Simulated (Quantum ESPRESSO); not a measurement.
# Band energies of HgCdSe$_{2}$

```
HgCdSe2
1.0
    4.36423     0.00000     0.00000
    0.00000     4.36423     0.00000
    0.00000     0.00000     6.15924
Se Cd Hg
2 1 1
Direct
  0.00000   0.50000   0.25301
  0.50000   0.00000   0.74699
  0.50000   0.50000   0.50000
  0.00000   0.00000   0.00000
```

PBEsol (pw.x of Quantum ESPRESSO, ONCV potentials, scalar-relativistic); path ΓXMΓZRAZ,XR,MA; energies in eV from the Fermi level.

| k (1/Å) | point | band 32 | band 33 | band 34 | band 35 | band 36 | band 37 | band 38 | band 39 |
|---|---|---|---|---|---|---|---|---|---|
| 0.00 | Γ | -2.14 | -2.14 | -0.52 | -0.20 | -0.18 | -0.18 | 2.87 | 3.00 |
| 0.48 |  | -3.06 | -2.71 | -1.56 | -1.38 | -0.53 | 1.88 | 3.20 | 4.81 |
| 0.72 | X | -3.73 | -2.34 | -2.22 | -1.12 | -0.89 | 2.42 | 3.16 | 5.39 |
| 1.08 |  | -3.87 | -2.23 | -2.13 | -1.89 | -1.75 | 2.78 | 3.63 | 3.78 |
| 1.44 | M | -4.21 | -2.19 | -2.11 | -2.11 | -2.05 | 2.44 | 2.85 | 2.85 |
| 1.64 |  | -4.02 | -2.27 | -2.20 | -1.96 | -1.95 | 2.58 | 2.96 | 3.32 |
| 2.15 |  | -2.38 | -2.33 | -1.95 | -0.67 | -0.65 | 1.40 | 3.58 | 3.84 |
| 2.46 | Γ | -2.14 | -2.14 | -0.52 | -0.20 | -0.18 | -0.18 | 2.87 | 3.00 |
| 2.71 |  | -1.90 | -1.90 | -1.71 | -0.52 | -0.52 | 1.11 | 2.99 | 3.06 |
| 2.97 | Z | -2.57 | -1.42 | -1.42 | -1.10 | -1.10 | 2.19 | 2.68 | 3.53 |
| 3.28 |  | -3.43 | -1.32 | -1.31 | -1.20 | -1.01 | 1.90 | 2.57 | 4.65 |
| 3.69 | R | -4.65 | -1.12 | -1.04 | -0.92 | -0.86 | 1.01 | 1.89 | 6.00 |
| 4.20 |  | -4.33 | -2.61 | -2.58 | -1.89 | -1.86 | 3.14 | 4.03 | 4.97 |
| 4.41 | A | -4.33 | -2.49 | -2.49 | -2.45 | -2.31 | 3.48 | 4.45 | 4.91 |
| 4.69 |  | -4.22 | -2.65 | -2.62 | -1.64 | -1.57 | 2.96 | 3.82 | 5.12 |
| 5.15 |  | -3.15 | -1.81 | -1.59 | -1.05 | -0.86 | 2.18 | 2.88 | 4.35 |
| 5.43 | Z | -2.57 | -1.42 | -1.42 | -1.10 | -1.10 | 2.19 | 2.68 | 3.53 |
| 5.43 | X | -3.73 | -2.34 | -2.22 | -1.12 | -0.89 | 2.42 | 3.16 | 5.39 |
| 5.53 |  | -3.85 | -2.18 | -2.11 | -1.12 | -0.89 | 2.29 | 3.03 | 5.38 |
| 5.94 | R | -4.65 | -1.12 | -1.04 | -0.92 | -0.86 | 1.01 | 1.89 | 6.00 |
| 5.94 | M | -4.21 | -2.19 | -2.11 | -2.11 | -2.05 | 2.44 | 2.85 | 2.85 |
| 6.45 | A | -4.33 | -2.49 | -2.49 | -2.45 | -2.31 | 3.48 | 4.45 | 4.91 |

At this level the gap is closed or nearly so: along the path the highest valence and lowest conduction bands touch, or overlap by less than 0.6 eV, a zero-gap or semimetallic result; the valence top lies at Γ, the conduction bottom at Γ. Semilocal functionals close the gaps of some narrow-gap semiconductors, so this alone doesn't show that the compound has none.

Spin-orbit coupling is left out, which matters for elements this heavy: edges can move by tenths of an eV.

Geometry of the Materials Project entry, not relaxed at this level.

The structure is a Materials Project entry; no match was found in the copy of COD used, and its stability was not checked.
